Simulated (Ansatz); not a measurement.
## Band structure of Au

```
Au
1.0
     2.90000    0.00000    0.00000
    -1.45000    2.51147    0.00000
     0.00000    0.00000    4.88000
Au
2
Direct
  0.33333 0.66667 0.75000
  0.66667 0.33333 0.25000
```

Atom numbers follow the list: Au1, Au2.

The conventional cell has a = 2.900 Å, b = 2.900 Å, c = 4.880 Å, α = 90.00°, β = 90.00°, γ = 120.00°. Au (atom 1) is surrounded by 12 Au at 2.90 to 2.96 Å.

The geometry is COD entry 1545302, unchecked; take it as a test cell.

No spin–orbit coupling, which matters for the heavy atoms here.

Level of theory: DFT, PBEsol, all-electron LAPW, scalar-relativistic (Ansatz 0.2.0).

The runs use a Γ-centred 14×14×8 k mesh, Fermi–Dirac smearing of 0.03 eV, basis error target 0.5 meV/atom, no spin polarisation.

Points in fractions of the reciprocal vectors of this cell: Γ (0, 0, 0), M (0.5, 0, 0), K (0.333, 0.333, 0), A (0, 0, 0.5), L (0.5, 0, 0.5), H (0.333, 0.333, 0.5). The path joins them by straight lines in the order Γ–M–K–Γ–A–L–H–A–L; legs that retrace an earlier one aren't tabulated. Energies are in eV from the Fermi level.

(1) Metal or insulator at this level of theory?

(2) Tabulate bands 39 to 46, counted from the lowest band of the run, along the path.

Answers

(1) No gap opens: metallic or semimetallic.

(2) 
```csv
k (1/Å),point,band 39,band 40,band 41,band 42,band 43,band 44,band 45,band 46
0.00,Γ,-4.05,-3.38,-3.38,-2.10,-2.10,-1.03,2.47,14.53
0.18,,-3.95,-3.49,-3.44,-2.69,-2.08,-0.24,2.47,14.57
0.36,,-3.94,-3.67,-3.60,-3.26,-2.02,1.02,2.48,13.38
0.54,,-3.69,-3.56,-3.47,-3.25,-1.96,2.41,2.55,10.85
0.71,,-3.80,-3.09,-2.91,-2.73,-1.92,2.79,3.86,8.17
0.89,,-4.00,-2.36,-2.21,-2.18,-1.90,3.35,5.29,5.57
1.07,,-3.67,-1.95,-1.89,-1.79,-0.91,3.17,4.44,6.53
1.25,M,-3.52,-1.89,-1.80,-1.63,0.37,1.50,5.60,7.04
1.35,,-3.59,-1.91,-1.81,-1.69,0.46,1.53,5.69,6.98
1.46,,-3.76,-1.98,-1.85,-1.85,0.71,1.60,5.95,6.76
1.56,,-3.83,-2.06,-2.06,-1.92,1.06,1.69,6.34,6.39
1.66,,-3.76,-2.27,-2.15,-2.00,1.47,1.77,5.70,6.97
1.77,,-3.68,-2.41,-2.23,-2.10,1.87,1.89,4.92,7.69
1.87,,-3.59,-2.46,-2.27,-2.23,2.01,2.25,4.17,8.51
1.97,K,-3.56,-2.37,-2.37,-2.29,2.26,2.26,3.80,9.34
2.18,,-3.69,-2.70,-2.24,-2.01,0.95,3.20,4.76,6.96
2.39,,-3.98,-3.07,-2.15,-1.93,-0.52,4.04,5.90,6.58
2.59,,-3.70,-3.46,-2.35,-2.07,-1.78,3.17,4.91,7.93
2.80,,-3.81,-3.46,-3.09,-2.78,-2.02,2.65,3.12,10.66
3.00,,-3.81,-3.78,-3.50,-3.26,-2.03,1.45,2.50,13.49
3.21,,-3.92,-3.50,-3.49,-2.80,-2.07,-0.06,2.47,14.57
3.42,Γ,-4.05,-3.38,-3.38,-2.10,-2.10,-1.03,2.47,14.53
3.51,,-4.06,-3.34,-3.34,-2.11,-2.11,-1.33,2.86,14.40
3.60,,-4.09,-3.26,-3.26,-2.13,-2.13,-2.00,3.77,14.14
3.69,,-4.14,-3.14,-3.14,-2.74,-2.16,-2.16,4.92,13.81
3.79,,-4.20,-3.43,-2.99,-2.99,-2.22,-2.22,6.20,13.37
3.88,,-4.27,-3.98,-2.83,-2.83,-2.30,-2.30,7.54,12.64
3.97,,-4.32,-4.32,-2.68,-2.68,-2.41,-2.41,8.92,11.57
4.06,A,-4.37,-4.37,-2.53,-2.53,-2.53,-2.53,10.29,10.29
4.24,,-4.28,-4.28,-2.55,-2.55,-2.47,-2.47,10.38,10.38
4.42,,-4.03,-4.03,-2.58,-2.58,-2.31,-2.31,10.61,10.61
4.60,,-3.69,-3.69,-2.59,-2.59,-2.07,-2.07,10.71,10.71
4.78,,-3.39,-3.39,-2.46,-2.46,-1.78,-1.78,9.41,9.41
4.95,,-3.11,-3.11,-2.15,-2.15,-1.30,-1.30,7.13,7.13
5.13,,-2.48,-2.48,-1.83,-1.83,-0.32,-0.32,4.95,4.95
5.31,L,-2.32,-2.32,-1.70,-1.70,0.51,0.51,3.76,3.76
5.42,,-2.34,-2.34,-1.79,-1.79,0.70,0.70,3.78,3.78
5.52,,-2.47,-2.47,-1.92,-1.92,1.18,1.18,3.81,3.81
5.62,,-2.74,-2.74,-1.97,-1.97,1.81,1.81,3.88,3.88
5.72,,-3.04,-3.04,-1.98,-1.98,2.50,2.50,3.99,3.99
5.83,,-3.30,-3.30,-2.01,-2.01,3.19,3.19,4.16,4.16
5.93,,-3.48,-3.48,-2.04,-2.04,3.76,3.76,4.42,4.42
6.03,H,-3.53,-3.53,-2.05,-2.05,4.09,4.09,4.52,4.52
6.24,,-3.53,-3.53,-1.96,-1.96,2.48,2.48,5.38,5.38
6.45,,-3.60,-3.60,-1.84,-1.84,0.44,0.44,7.04,7.04
6.65,,-3.48,-3.48,-1.97,-1.97,-1.17,-1.17,9.20,9.20
6.86,,-3.50,-3.50,-2.45,-2.45,-1.91,-1.91,10.78,10.78
7.07,,-3.90,-3.90,-2.59,-2.59,-2.23,-2.23,10.70,10.70
7.27,,-4.25,-4.25,-2.55,-2.55,-2.45,-2.45,10.41,10.41
7.48,A,-4.37,-4.37,-2.53,-2.53,-2.53,-2.53,10.29,10.29
```
